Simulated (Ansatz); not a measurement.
## Band table of Co (diamond type)

```
Co
1.0
     0.00000    2.39678    2.39678
     2.39678    0.00000    2.39678
     2.39678    2.39678    0.00000
Co
2
Direct
  0.87500 0.87500 0.87500
  0.12500 0.12500 0.12500
```

The cell comes from a relaxation on PAW files under the same functional, begun from a prototype that needn't be the stable phase.

Computed with Ansatz 0.2.0; functional LDA, scalar-relativistic. Settings: a Γ-centred 16×16×16 k mesh, Fermi–Dirac smearing of 0.1 eV, spin-polarised from start moments Co1 1.7, Co2 1.7 μB. Methods: PAW: frozen-core files, cutoff 420 eV.

This run: the series' base cell.

The start moments died away, and the runs ended non-magnetic. The PAW files were made under PBE.

Path points, in fractions of the reciprocal vectors: Γ (0.000, 0.000, 0.000), X (0.500, 0.000, 0.500), U (0.625, 0.250, 0.625), K (0.375, 0.375, 0.750), L (0.500, 0.500, 0.500), W (0.500, 0.250, 0.750). The distance column jumps between branches of the path. Levels in eV from the Fermi level; bands 9 to 21, counted from the lowest band of the run. The gap is zero, the pressure 0.00 GPa.

```
# k(1/Å) point b9 b10 b11 b12 b13 b14 b15 b16 b17 b18 b19 b20 b21
0.000 Γ -7.36 -3.39 -3.39 -3.17 -3.17 -3.17 -1.19 -1.19 -1.19 0.35 0.35 13.96 13.96
0.164 - -7.25 -3.54 -3.35 -3.16 -3.16 -3.01 -1.30 -1.16 -1.16 0.32 0.38 12.40 12.40
0.328 - -6.92 -3.75 -3.24 -3.14 -3.14 -2.78 -1.60 -1.08 -1.08 0.22 0.44 10.83 10.83
0.492 - -6.39 -3.94 -3.12 -3.12 -3.07 -2.54 -2.00 -0.93 -0.93 0.05 0.50 9.37 9.37
0.655 - -5.68 -4.10 -3.11 -3.11 -2.83 -2.44 -2.31 -0.71 -0.71 -0.17 0.54 8.04 8.04
0.819 - -4.85 -4.20 -3.10 -3.10 -2.84 -2.54 -2.11 -0.45 -0.41 -0.41 0.60 6.88 6.88
0.983 - -4.24 -4.10 -3.11 -3.11 -3.03 -2.21 -1.98 -0.77 -0.09 -0.09 0.75 5.14 5.93
1.147 - -4.20 -3.94 -3.11 -3.11 -2.64 -1.95 -1.85 -1.12 0.18 0.18 1.14 3.37 5.28
1.311 X -4.08 -4.08 -3.12 -3.12 -2.15 -2.15 -1.48 -1.48 0.30 0.30 2.00 2.00 5.04
1.369 - -4.09 -4.08 -3.12 -3.10 -2.16 -2.15 -1.49 -1.48 0.30 0.30 2.00 2.01 4.94
1.427 - -4.11 -4.06 -3.13 -3.06 -2.17 -2.14 -1.51 -1.49 0.30 0.33 2.00 2.04 4.67
1.485 - -4.13 -4.04 -3.14 -3.00 -2.19 -2.13 -1.55 -1.49 0.31 0.36 2.00 2.08 4.28
1.542 - -4.16 -4.01 -3.16 -2.94 -2.22 -2.10 -1.59 -1.50 0.32 0.41 2.01 2.14 3.81
1.600 - -4.19 -3.97 -3.19 -2.87 -2.25 -2.06 -1.65 -1.51 0.34 0.45 2.02 2.23 3.31
1.658 - -4.21 -3.93 -3.22 -2.83 -2.29 -2.00 -1.70 -1.52 0.36 0.50 2.07 2.31 2.80
1.716 - -4.22 -3.87 -3.26 -2.80 -2.34 -1.92 -1.76 -1.53 0.38 0.53 2.14 2.16 2.54
1.774 U -4.23 -3.82 -3.31 -2.79 -2.40 -1.82 -1.82 -1.54 0.40 0.53 1.68 2.25 2.66
2.577 K -4.23 -3.82 -3.31 -2.79 -2.40 -1.82 -1.82 -1.54 0.40 0.53 1.68 2.25 2.66
2.751 - -4.23 -3.62 -3.46 -2.91 -2.58 -1.99 -1.56 -1.50 0.34 0.40 0.45 2.86 3.27
2.924 - -4.31 -3.61 -3.44 -3.17 -2.76 -2.13 -1.56 -1.43 -0.34 0.10 0.49 3.83 4.16
3.098 - -4.78 -3.73 -3.33 -3.28 -2.87 -2.27 -1.67 -1.52 -0.27 -0.26 0.51 5.08 5.31
3.272 - -5.55 -3.78 -3.35 -3.21 -2.89 -2.43 -1.76 -1.46 -0.61 -0.05 0.50 6.57 6.72
3.446 - -6.29 -3.75 -3.41 -3.15 -2.91 -2.61 -1.66 -1.37 -0.88 0.14 0.46 8.25 8.35
3.620 - -6.87 -3.66 -3.44 -3.15 -3.00 -2.81 -1.45 -1.28 -1.06 0.26 0.41 10.10 10.17
3.793 - -7.23 -3.51 -3.42 -3.16 -3.11 -3.03 -1.26 -1.21 -1.16 0.33 0.37 12.08 12.12
3.967 Γ -7.36 -3.39 -3.39 -3.17 -3.17 -3.17 -1.19 -1.19 -1.19 0.35 0.35 13.96 13.96
4.109 - -7.28 -3.45 -3.45 -3.17 -3.09 -3.09 -1.22 -1.19 -1.19 0.35 0.35 12.13 13.25
4.251 - -7.03 -3.53 -3.53 -3.15 -2.96 -2.96 -1.34 -1.20 -1.20 0.35 0.35 10.10 12.52
4.393 - -6.64 -3.58 -3.58 -3.12 -2.85 -2.85 -1.51 -1.18 -1.18 0.34 0.34 8.15 11.87
4.535 - -6.11 -3.58 -3.58 -3.06 -2.80 -2.80 -1.72 -1.12 -1.12 0.31 0.31 6.32 11.31
4.677 - -5.49 -3.55 -3.55 -3.00 -2.83 -2.83 -1.91 -0.99 -0.99 0.27 0.27 4.64 10.86
4.818 - -4.84 -3.47 -3.47 -3.02 -2.93 -2.93 -1.96 -0.84 -0.84 0.20 0.20 3.18 10.51
4.960 - -4.26 -3.36 -3.36 -3.20 -3.07 -3.07 -1.80 -0.70 -0.70 0.14 0.14 2.08 10.30
5.102 L -3.94 -3.37 -3.24 -3.24 -3.19 -3.19 -1.66 -0.64 -0.64 0.11 0.11 1.62 10.23
5.218 - -3.92 -3.52 -3.33 -3.25 -3.09 -3.01 -1.63 -0.68 -0.62 0.12 0.13 1.62 9.80
5.334 - -3.85 -3.72 -3.40 -3.22 -2.97 -2.80 -1.58 -0.78 -0.53 0.16 0.19 1.60 8.82
5.450 - -3.89 -3.82 -3.36 -3.16 -2.85 -2.62 -1.55 -0.93 -0.31 0.21 0.29 1.59 7.66
5.566 - -4.02 -3.86 -3.20 -3.08 -2.74 -2.46 -1.58 -1.10 0.03 0.29 0.45 1.58 6.48
5.682 - -4.11 -3.94 -3.00 -2.99 -2.63 -2.32 -1.66 -1.28 0.29 0.38 0.83 1.63 5.36
5.797 - -4.15 -4.02 -2.91 -2.82 -2.51 -2.19 -1.76 -1.46 0.42 0.48 1.45 1.78 4.33
5.913 - -4.16 -4.09 -2.83 -2.76 -2.35 -2.12 -1.82 -1.62 0.50 0.54 2.09 2.18 3.45
6.029 W -4.14 -4.14 -2.77 -2.77 -2.20 -2.20 -1.76 -1.76 0.54 0.54 2.56 2.56 3.18
6.111 - -4.13 -4.13 -2.79 -2.79 -2.19 -2.19 -1.74 -1.74 0.53 0.53 2.49 2.49 3.29
6.193 - -4.13 -4.13 -2.83 -2.83 -2.19 -2.19 -1.71 -1.71 0.51 0.51 2.36 2.36 3.54
6.275 - -4.12 -4.12 -2.89 -2.89 -2.18 -2.18 -1.66 -1.66 0.47 0.47 2.24 2.24 3.84
6.357 - -4.11 -4.11 -2.96 -2.96 -2.17 -2.17 -1.61 -1.61 0.42 0.42 2.15 2.15 4.17
6.439 - -4.10 -4.10 -3.02 -3.02 -2.17 -2.17 -1.56 -1.56 0.37 0.37 2.08 2.08 4.49
6.521 - -4.09 -4.09 -3.07 -3.07 -2.16 -2.16 -1.52 -1.52 0.33 0.33 2.03 2.03 4.77
6.603 - -4.09 -4.09 -3.11 -3.11 -2.15 -2.15 -1.49 -1.49 0.30 0.30 2.01 2.01 4.97
6.684 X -4.08 -4.08 -3.12 -3.12 -2.15 -2.15 -1.48 -1.48 0.30 0.30 2.00 2.00 5.04
```
